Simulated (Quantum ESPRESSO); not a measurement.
```cif
data_F6K2LiSc
_chemical_formula_sum 'Li1 F6 K2 Sc1'
_space_group_name_H-M_alt 'P 1'
_space_group_IT_number 1
_cell_length_a 5.86164
_cell_length_b 5.86164
_cell_length_c 5.86164
_cell_angle_alpha 60.000
_cell_angle_beta 60.000
_cell_angle_gamma 60.000
loop_
_space_group_symop_operation_xyz
  'x, y, z'
loop_
_atom_site_label
_atom_site_type_symbol
_atom_site_fract_x
_atom_site_fract_y
_atom_site_fract_z
_atom_site_occupancy
Li1 Li 0.50000 0.50000 0.50000 1
F1 F 0.24559 0.24559 0.75441 1
F2 F 0.75441 0.75441 0.24559 1
F3 F 0.75441 0.24559 0.24559 1
F4 F 0.24559 0.75441 0.75441 1
F5 F 0.24559 0.75441 0.24559 1
F6 F 0.75441 0.24559 0.75441 1
K1 K 0.25000 0.25000 0.25000 1
K2 K 0.75000 0.75000 0.75000 1
Sc1 Sc 0.00000 0.00000 0.00000 1
```

The geometry is that of Materials Project entry mp-1111110, symmetrised and not relaxed again.

### Question
What does PBEsol (Quantum ESPRESSO, PseudoDojo norm-conserving, 84 Ry, scalar-relativistic) give for the electronic structure near the Fermi level?

### Answer
The PBEsol gap is direct, 6.81 eV at Γ. Another valence extremum on the path lies within 0.02 eV, too close to call. 

The structure is a Materials Project entry; no match was found in the copy of COD used, and its stability was not checked.
